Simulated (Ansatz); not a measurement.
WC:
Space group Pm-3m (No. 221); a = 4.185 Å, b = 4.185 Å, c = 4.185 Å, α = 90.00°, β = 90.00°, γ = 90.00°

```json
[
 {"atom": "W", "site": "3c", "symmetry": "4/mm.m", "x": "0.0000", "y": "0.5000", "z": "0.5000"},
 {"atom": "C", "site": "3d", "symmetry": "4/mm.m", "x": "0.0000", "y": "0.0000", "z": "0.5000"}
]
```

Relaxed with PBEsol.

Question: Which orbitals make up the states near the Fermi level in DFT-PBEsol in the program Ansatz with PAW potentials?

Answer: Within 0.5 eV of the Fermi level: W 5d 58 %, C 2p 36 %. Projections are on Löwdin-orthogonalised atomic valence shells; empty p or d shells of many metals are not among them.

Question: Tabulate the density of states.

Answer: States/eV per cell of 6 atoms, in 0.25 eV bins, energy from the Fermi level.

| E (eV) | total | W 5d | C 2p | W 6s |
|---|---|---|---|---|
| -7.85 | 0.00 | 0.00 | 0.00 | 0.00 |
| -7.60 | 0.00 | 0.00 | 0.00 | 0.00 |
| -7.35 | 0.00 | 0.00 | 0.00 | 0.00 |
| -7.10 | 0.01 | 0.00 | 0.00 | 0.00 |
| -6.85 | 0.22 | 0.10 | 0.10 | 0.02 |
| -6.60 | 0.60 | 0.24 | 0.27 | 0.06 |
| -6.35 | 1.08 | 0.42 | 0.48 | 0.11 |
| -6.10 | 2.79 | 1.13 | 1.22 | 0.27 |
| -5.85 | 4.11 | 1.49 | 1.88 | 0.49 |
| -5.60 | 2.95 | 1.03 | 1.39 | 0.33 |
| -5.35 | 3.24 | 1.28 | 1.42 | 0.33 |
| -5.10 | 3.88 | 1.75 | 1.54 | 0.36 |
| -4.85 | 3.17 | 1.37 | 1.48 | 0.14 |
| -4.60 | 3.37 | 1.48 | 1.55 | 0.12 |
| -4.35 | 4.08 | 1.90 | 1.80 | 0.14 |
| -4.10 | 6.31 | 3.17 | 2.67 | 0.18 |
| -3.85 | 4.83 | 2.51 | 1.84 | 0.22 |
| -3.60 | 3.85 | 2.01 | 1.43 | 0.17 |
| -3.35 | 2.88 | 1.48 | 1.16 | 0.07 |
| -3.10 | 3.57 | 2.23 | 1.16 | 0.05 |
| -2.85 | 3.70 | 2.28 | 1.18 | 0.09 |
| -2.60 | 3.69 | 2.11 | 1.17 | 0.20 |
| -2.35 | 3.53 | 2.10 | 1.13 | 0.13 |
| -2.10 | 3.23 | 1.94 | 1.08 | 0.07 |
| -1.85 | 3.87 | 2.37 | 1.24 | 0.04 |
| -1.60 | 3.85 | 2.08 | 1.47 | 0.05 |
| -1.35 | 3.00 | 1.66 | 1.13 | 0.05 |
| -1.10 | 2.61 | 1.65 | 0.78 | 0.06 |
| -0.85 | 2.02 | 1.34 | 0.59 | 0.04 |
| -0.60 | 4.40 | 3.06 | 0.95 | 0.17 |
| -0.35 | 7.33 | 4.72 | 2.12 | 0.15 |
| -0.10 | 4.20 | 2.28 | 1.68 | 0.07 |
| 0.15 | 3.48 | 1.70 | 1.59 | 0.04 |
| 0.40 | 2.64 | 1.41 | 1.10 | 0.04 |
| 0.65 | 2.02 | 1.26 | 0.66 | 0.05 |
| 0.90 | 2.67 | 1.76 | 0.76 | 0.08 |
| 1.15 | 2.60 | 1.79 | 0.69 | 0.06 |
| 1.40 | 1.98 | 1.41 | 0.48 | 0.04 |
| 1.65 | 1.80 | 1.30 | 0.42 | 0.03 |
| 1.90 | 1.80 | 1.29 | 0.43 | 0.03 |
| 2.15 | 1.67 | 1.19 | 0.41 | 0.02 |
| 2.40 | 2.11 | 1.57 | 0.44 | 0.02 |
| 2.65 | 3.13 | 2.32 | 0.65 | 0.02 |
| 2.90 | 3.31 | 2.36 | 0.77 | 0.03 |
| 3.15 | 3.27 | 2.21 | 0.91 | 0.03 |
| 3.40 | 4.63 | 3.26 | 1.18 | 0.04 |
| 3.65 | 4.34 | 2.95 | 1.19 | 0.04 |
| 3.90 | 2.45 | 1.55 | 0.75 | 0.04 |
| 4.15 | 3.28 | 2.24 | 0.88 | 0.03 |
| 4.40 | 4.44 | 2.78 | 1.41 | 0.04 |
| 4.65 | 6.09 | 3.76 | 1.95 | 0.13 |

The start of the workflow was typed in or built on a structure type; neither database checked (COD, Materials Project) lists it. It is not the phase usual at ambient conditions (space group No. 187). The PBEsol relaxation kept the symmetry of its start; whether a distortion lowers the energy is not shown. The run is not spin-polarised. Its formation energy is positive at this level, so the cell may be metastable or incomplete. Spin–orbit coupling is left out wherever it is not named.

Potentials: the earlier of the program's two PAW sets. The files were generated under PBE; for other functionals the program regenerates the frozen cores, and for LDA and PBEsol the local potential too.
